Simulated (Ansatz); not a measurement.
The cell below belongs to a search over invented structures; it isn't taken from experiment.

Input and command of a plane-wave DFT calculation in Ansatz:

```yaml
crystal:
  lattice:
    - [5.83854117, 0.0, 0.0]
    - [-2.91927059, 5.05632498, 0.0]
    - [0.0, 0.0, 6.90241563]
  atoms:
    - { symbol: Sc, position: [0.1612782, 0.8387218, 0.0] }
    - { symbol: Sc, position: [0.1612782, 0.3225564, 0.0] }
    - { symbol: Sc, position: [0.6774436, 0.8387218, 0.0] }
    - { symbol: Sc, position: [0.66666667, 0.33333333, 0.15241456] }
    - { symbol: Sc, position: [0.66666667, 0.33333333, 0.84758544] }
    - { symbol: Sb, position: [0.0, 0.0, 0.5] }
    - { symbol: Se, position: [0.0, 0.0, 0.0] }
    - { symbol: Se, position: [0.33333333, 0.66666667, 0.0] }
basis:
  ecutwfc: 420
kpoints:
  mp_grid: { grid: [3, 3, 3] }
hamiltonian:
  xc: pbe
scf:
  occupations: { method: gaussian, width: 0.2 }
  lower_state_search: "off"
output:
  forces: true
  stress: true
  eigenvalues: true
relax:
  adjacent_minimum: "off"
  f_tol: 0.08
  max_steps: 16
  cell: { stress_tol: 0.8 }
```

```bash
ansatz run input.yaml --threads 1 --pin off --max-ram 2560MiB --backend cpu --events-out ev --progress --plain --runs-dir out
```

Processor: Arm Neoverse V2, 1 thread, on a host shared with other jobs.

Question: How long does it run, and how much memory does it take?

Answer: About 3.3 min, peak memory 0.57 GiB. It solves 62 bands at 6 k points (after reduction by symmetry) with about 6817 plane waves (on the last cell), in 118 SCF iterations over 15 ionic steps.
